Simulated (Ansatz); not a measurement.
Rh (bcc (W type), Im-3m) under volume change, PBEsol (plane waves, PAW; program Ansatz), scaled uniformly.

| V (Å³/atom) | E − E(relaxed) (meV/atom) | P (GPa) |
|---|---|---|
| 12.642 | 114.3 | 32.18 |
| 13.059 | 47.6 | 19.47 |
| 13.475 | 11.2 | 8.86 |
| 13.892 | 0.0 | 0.00 |
| 14.309 | 9.9 | -7.38 |
| 14.726 | 37.3 | -13.52 |
| 15.142 | 79.3 | -18.61 |

Problem. What does a third-order Birch–Murnaghan fit give for V₀, B₀ and B′?

Solution. V₀ = 13.89 Å³/atom, B₀ = 269 GPa, B′ = 5.1.

The start of the workflow was typed in or built on a structure type; the Crystallography Open Database copy checked does not list it. It is not the phase usual at ambient conditions (space group No. 225). Symmetry was held in the PBEsol relaxation. At this level the phase is mechanically unstable. The run is not spin-polarised.

Potentials: the earlier of the program's two PAW sets.
